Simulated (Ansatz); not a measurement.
**NbAs: which magnetic state is lowest?**

Theory: DFT r2SCAN, scalar-relativistic, plane waves, PAW in Ansatz.

```xyz
2
Lattice="0.0000 2.9260 2.9260 2.9260 0.0000 2.9260 2.9260 2.9260 0.0000" Properties=species:S:1:pos:R:3 pbc="T T T"
Nb    0.0000    0.0000    0.0000
As    1.4630    1.4630    1.4630
```

* plane-wave cutoff: 500 eV
* Γ-centred k-mesh: 12×12×12
* occupation rule: Gaussian smearing, 0.1 eV
* list of starting moments (μB, in atom order): 1 0
* check for lower electronic states after the SCF: off

Each order was relaxed in cell and atoms. r2SCAN tends to overstate moments in metals, so a weak moment here may be absent in the real material. Site moments are spin moments in atom-centred spheres that scale with the neighbour distance. The states are those that the runs reached from these starts; a lower one can exist. No antiferromagnetic start is among these.

Question: Order the starts by the energy of the state that they reach, lowest first.
A. ferromagnetic
B. no spin

Answer: A (0.00 meV/atom), B (33.8 meV/atom).

```
        start ends energy above lowest (meV/atom) site moments (μB) gap on mesh (eV) volume (Å³/atom)
      no spin non-magnetic                            33.8      none over 0.05             metal             24.23
ferromagnetic ferromagnetic                            0.00  Nb +0.98, As -0.06             metal             25.05
```

Cost: 2 runs of about 3.1 core-minutes in all, on Intel Xeon Platinum 8375C (Ice Lake) (shared hosts).